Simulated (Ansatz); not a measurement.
**Structure relaxation, TiB₂**

The start is a relaxed TiB2 cell displaced along its unstable phonon at q = (½, 0, 0) of its primitive reciprocal cell (93i cm⁻¹), largest move 0.15 Å. A full variable-cell relaxation at zero pressure is run with PBEsol (plane waves to 420 eV, PAW, scalar-relativistic; Ansatz, a first-principles code). The first steps use a coarse 11×11×11 k-mesh.

Initial structure:
```
CELL_PARAMETERS angstrom
      0.00000     5.04870     5.04870
      2.52435     0.00000     2.52435
      2.52435     2.52435     0.00000
ATOMIC_POSITIONS crystal
  Ti 0.02573 0.98285 0.98285
  Ti 0.47427 0.01715 0.01715
  B  0.09927 0.26715 0.26715
  B  0.65073 0.23285 0.23285
  B  0.40073 0.73285 0.73285
  B  0.84927 0.76715 0.76715
```

```json
{
 "largest_initial_force": "0.35 eV/Å, on Ti1, Ti2 (atoms numbered as listed)",
 "energy_released": "0.88 eV/atom",
 "volume_change": "-6.6 %, from 10.72 to 10.02 Å³/atom",
 "relative_to_the_parent": "It does not go back: it reaches R-3m (No. 166), 0.90 eV/atom below the parent",
 "band_gap_at_the_end": "no gap (metallic)",
 "optimiser_moves": "26"
}
```

The end point of the relaxation:

```cif
data_B12Ti6
_chemical_formula_sum 'Ti6 B12'
_space_group_name_H-M_alt 'R-3m :H'
_space_group_IT_number 166
_space_group_name_Hall '-R 3 2"'
_cell_length_a 3.02435
_cell_length_b 3.02435
_cell_length_c 22.76559
_cell_angle_alpha 90.000
_cell_angle_beta 90.000
_cell_angle_gamma 120.000
loop_
_atom_site_label
_atom_site_type_symbol
_atom_site_symmetry_multiplicity
_atom_site_Wyckoff_symbol
_atom_site_fract_x
_atom_site_fract_y
_atom_site_fract_z
_atom_site_occupancy
Ti1 Ti 6 c 0.00000 0.00000 0.22308 1
B1 B 6 c 0.00000 0.00000 0.04111 1
B2 B 6 c 0.00000 0.00000 0.38640 1
```
(The calculation used a cell of 6 atoms; values per cell refer to that cell.)

Final values are on a 18×18×18 k-mesh of the relaxed cell. No spin polarisation in the result.

The run could not lose the symmetry of its start, so the end can be a saddle point.

The relaxed structure here is a generated cell of TiB2: the first start was made by placing the elements on the sites of a structure type, and the end was not matched to a known phase here, so it may be hypothetical. Known forms of TiB2 include space group No. 191.
